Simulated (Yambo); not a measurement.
Yambo run on Cs$_{2}$CaP$_{2}$O$_{7}$ (space group Cm, No. 8). The wavefunctions are LDA (Quantum ESPRESSO, PseudoDojo norm-conserving, 84 Ry, scalar-relativistic) ones on a 2×2×2 mesh (40 occupied bands); a = b = 6.008 Å, c = 7.496 Å, α = β = 113.66°, γ = 60.05°.

Yambo input:

```
rim_cut
gw0
dyson
el_el_corr
HF_and_locXC
ppa
em1d
RandQpts= 1000000
RandGvec= 1 Ry
EXXRLvcs= 84 Ry
VXCRLvcs= 336 Ry
Chimod= "HARTREE"
% BndsRnXp
 1 | 303 |
%
NGsBlkXp= 7 Ry
% LongDrXp
 1.0 | 1.0 | 1.0 |
%
PPAPntXp= 27.2114 eV
% GbndRnge
 1 | 197 |
%
GTermKind= "none"
DysSolver= "n"
ExtendOut
% QPkrange
 1 | 1 | 40 | 41 |
%
```

k points by index: 1 = Γ.

The o-*.qp file then holds:

```
#    K-point    Band    Eo [eV]    E [eV]    E-Eo [eV]    Vxc [eV]    Vnlxc [eV]    Sc|Eo [eV]    Sc|E [eV]    dSc/dw|Eo [eV]    Re(Z)    Im(Z)
#
    1    40    0.000000    -0.937135    -0.937135    -19.51299    -25.21400    4.537233    4.763870    -6.579989    0.805274    -0.001150
    1    41    4.687060    6.111860    1.424800    -10.00337    -5.253893    -3.111386    -3.324677    -4.073283    0.869799    -0.802602E-3
```
(The two width columns are left out.) Convergence of these settings isn't established.

Geometry of the Materials Project entry, not relaxed at this level.

The structure is a Materials Project entry; no match was found in the copy of COD used, and its stability was not checked.
